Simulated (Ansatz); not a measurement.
CdSe (P6_3mc), two-dimensional strain map

Method: DFT PBE, scalar-relativistic, plane waves, PAW in Ansatz 0.2.0. Settings: plane waves to 420 eV, k-mesh 9×9×4 (Γ-centred), Gaussian smearing 0.05 eV. No spin polarisation. Energies are free energies at this smearing, counted from the undisturbed cell; pressure is positive in compression.

The undisturbed cell (as given, not relaxed at this level; it stands at 3.0 GPa):

```
Cd Se
1.0
     4.29850    0.00000    0.00000
    -2.14925    3.72261    0.00000
     0.00000    0.00000    7.01520
Cd Se
2 2
Direct
  0.66667 0.33333 0.00000
  0.33333 0.66667 0.50000
  0.66667 0.33333 0.37500
  0.33333 0.66667 0.87500
```

The cell is strained by p along both x and y and by q along z, fractional coordinates fixed. Points are written (p, q).

Energy above the undisturbed cell in meV/atom (a dash: not computed):

```
 p \ q  -0.050  0.000  0.050
-0.050   211.0  126.0   99.2
 0.000    59.9    0.0   -4.5
 0.050    43.0    2.4   14.6
```

Pressure in GPa:

```
 p \ q  -0.050  0.000  0.050
-0.050    15.5   10.7    7.4
 0.000     6.7    3.0    0.6
 0.050     1.5   -1.4   -3.2
```

Gap on the k-mesh in eV:

```
 p \ q  -0.050  0.000  0.050
-0.050    1.00   0.79   0.60
 0.000    0.79   0.67   0.52
 0.050    0.64   0.48   0.35
```